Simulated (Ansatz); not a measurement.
BaIrO3 (cubic perovskite, Pm-3m), DFT-PBEsol in the program Ansatz with PAW potentials, all energies at zero smearing, with the estimated change up to a 700 eV cutoff added, with one set of potentials and settings (totals compare only within such a set). Cell of 5 atoms (1 Ir, 1 Ba, 3 O): -19344.474 eV.

```csv
element,reference phase,E (eV/atom)
Ir,"Fm-3m, 1 atoms in the cell",-11799.0386
Ba,"Im-3m, 1 atoms in the cell",-5862.6098
O,"C2/m, 4 atoms in the cell, spin-polarised",-558.3554
```

Formation energy per atom, worked out: (-19344.474 − 1×(-11799.0386) − 1×(-5862.6098) − 3×(-558.3554))/5 = -1.552 eV/atom (-150 kJ per mol of atoms), at 0 K, without zero-point energy or fitted corrections.

The workflow started from an entry of the Crystallography Open Database (COD). Whether it is the stable phase at ambient conditions was not checked. The cell was relaxed with PBEsol under the symmetry of its start; of distortions, only those at the zone centre were tested. The run is not spin-polarised. The references are the lowest solids computed at this level, not always the standard phases (solids in place of the gases). Spin–orbit coupling is left out wherever it is not named.

Potentials: the later of the program's two PAW sets.
